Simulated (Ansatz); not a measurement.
**ZrS₂: from a starting cell to a relaxed one**

The start is a relaxed ZrS2 cell displaced along its unstable phonon at q = (½, ½, 0) of its primitive reciprocal cell (76i cm⁻¹), largest move 0.15 Å. Cell shape, volume and atoms are optimised at zero target pressure with PBEsol (plane waves to 420 eV, PAW, scalar-relativistic; Ansatz, a program for electronic structure). First-step values are on the input's coarse k-mesh.

Ansatz input (later rounds restart from its end on a renewed k-mesh):
Ansatz 0.2 input:
```yaml
crystal:
  lattice:
    - [8.7351669696, 0, 0]
    - [4.3675834848, 4.3675834848, 0]
    - [0, 0, 6.2950985264]
  atoms:
    - { symbol: Zr, position: [0, 0, 0] }
    - { symbol: Zr, position: [0.5, 0, 0] }
    - { symbol: Zr, position: [1, 0.5, 0.5] }
    - { symbol: Zr, position: [0.5, 0.5, 0.5] }
    - { symbol: S, position: [0.7721066253, 0.4879457391, 0.205203471] }
    - { symbol: S, position: [0.2278933747, 0.5120542609, 0.205203471] }
    - { symbol: S, position: [0.2278933747, 0.0321589896, 0.794796529] }
    - { symbol: S, position: [0.7721066253, -0.0321589896, 0.794796529] }
    - { symbol: S, position: [0.7290844133, 0.52797313, 0.705203471] }
    - { symbol: S, position: [0.2709155867, 0.47202687, 0.705203471] }
    - { symbol: S, position: [0.2709155867, -0.0138580435, 0.294796529] }
    - { symbol: S, position: [0.7290844133, 0.0138580435, 0.294796529] }
basis: { ecutwfc: 420, ecutrho_ratio: 4, xc_grid: 2, fft_grid_basis: typed }
kpoints: { mp_grid: { grid: [8, 8, 5] } }
hamiltonian:
  xc: pbesol
  dispersion: none
  pseudopotentials: { kind: paw }
scf: { occupations: { method: fermi_dirac, width: 0.05 } }
relax: { f_tol: 0.01, max_steps: 100, cell: { stress_tol: 0.02 } }
output: { forces: true, stress: true }
```

```json
{
 "largest_initial_force": "0.09 eV/Å, on S9, S10, S11, S12 (atoms numbered as listed)",
 "energy_released": "3 meV/atom",
 "band_gap_at_the_end": "0.63 eV, direct within 0.03 eV (at Γ) (no spin-orbit coupling)",
 "optimiser_moves": "11"
}
```

The end point of the relaxation:

```cif
data_S8Zr4
_chemical_formula_sum 'Zr4 S8'
_space_group_name_H-M_alt 'P4/nbm :1'
_space_group_IT_number 125
_space_group_name_Hall 'P 4 2 -1ab'
_cell_length_a 6.23956
_cell_length_b 6.23956
_cell_length_c 6.17353
_cell_angle_alpha 90.000
_cell_angle_beta 90.000
_cell_angle_gamma 90.000
loop_
_space_group_symop_operation_xyz
  'x, y, z'
  '-y, x, z'
  '-x, -y, z'
  'y, -x, z'
  'x, -y, -z'
  '-y, -x, -z'
  '-x, y, -z'
  'y, x, -z'
  '-x+1/2, -y+1/2, -z'
  'y+1/2, -x+1/2, -z'
  'x+1/2, y+1/2, -z'
  '-y+1/2, x+1/2, -z'
  '-x+1/2, y+1/2, z'
  'y+1/2, x+1/2, z'
  'x+1/2, -y+1/2, z'
  '-y+1/2, -x+1/2, z'
loop_
_atom_site_label
_atom_site_type_symbol
_atom_site_symmetry_multiplicity
_atom_site_Wyckoff_symbol
_atom_site_fract_x
_atom_site_fract_y
_atom_site_fract_z
_atom_site_occupancy
Zr1 Zr 2 c 0.00000 0.50000 0.00000 1
Zr2 Zr 2 b 0.50000 0.50000 0.50000 1
S1 S 8 m 0.28648 0.21352 0.26217 1
```

Final values are on a 8×8×8 k-mesh of the relaxed cell. No spin polarisation in the result.

The run could not lose the symmetry of its start, so the end can be a saddle point.

The relaxed structure here is a generated cell of ZrS2: the first start was made by placing the elements on the sites of a structure type, and the end was not matched to a known phase here, so it may be hypothetical. Known forms of ZrS2 include space group No. 164.
